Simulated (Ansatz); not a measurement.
The start is a relaxed Hf cell, doubled along one cell vector, shaken by Gaussian noise of σ = 0.08 Å a coordinate. Cell shape, volume and atoms are optimised at zero target pressure with r2SCAN (plane waves to 500 eV, PAW, scalar-relativistic; Ansatz, a quantum-chemistry and plane-wave program). First-step values are on the input's coarse k-mesh.

Ansatz input (later rounds restart from its end on a renewed k-mesh):
Ansatz 0.2 input:
```yaml
crystal:
  lattice:
    - [8.50963926, 0, 0]
    - [0, 4.25481963, 0]
    - [0, 0, 4.25481963]
  atoms:
    - { symbol: Hf, position: [-0.0025008074, 0.5002253374, -0.007647974] }
    - { symbol: Hf, position: [0.5106638644, 0.5313485621, 0.0119348948] }
    - { symbol: Hf, position: [-0.0039088155, 0.0055813654, 0.4826781316] }
    - { symbol: Hf, position: [0.5033142788, 0.0023510952, 0.4883859028] }
    - { symbol: Hf, position: [0.2483973779, 0.0090389513, -0.0161434508] }
    - { symbol: Hf, position: [0.7494902946, -0.0314157972, 0.0200725648] }
basis: { ecutwfc: 500, ecutrho_ratio: 4, xc_grid: 4, fft_grid_basis: typed }
kpoints: { mp_grid: { grid: [4, 8, 8] } }
hamiltonian:
  xc: r2scan
  dispersion: none
  pseudopotentials: { azcp: { folder: ./paw }, kind: paw }
scf: { occupations: { method: fermi_dirac, width: 0.05 } }
relax: { f_tol: 0.01, max_steps: 100, cell: { stress_tol: 0.02 } }
output: { forces: true, stress: true }
```

Question: What is the largest force in the starting geometry, and on which atom (counted from 1)?

Answer: 2.09 eV/Å, on Hf2 (atoms numbered as listed).

Question: Is the parent structure recovered?

Answer: The parent structure is recovered, Pm-3m (No. 221).

Question: How do the shortest distances between atoms change?

Answer: The closest pairs of elements (up to four, under 3.6 Å), start → end: Hf–Hf 2.76 → 3.01 Å.

Question: Is the relaxed structure metallic? Give its gap.

Answer: No gap (metallic).

Final values are on a 11×11×11 k-mesh of the relaxed cell. No spin polarisation in the result.

The relaxed structure here is a generated cell of Hf: the first start was made by a random draw of sites in a space group, and the end was not matched to a known phase here, so it may be hypothetical. Known forms of Hf include space group No. 194.
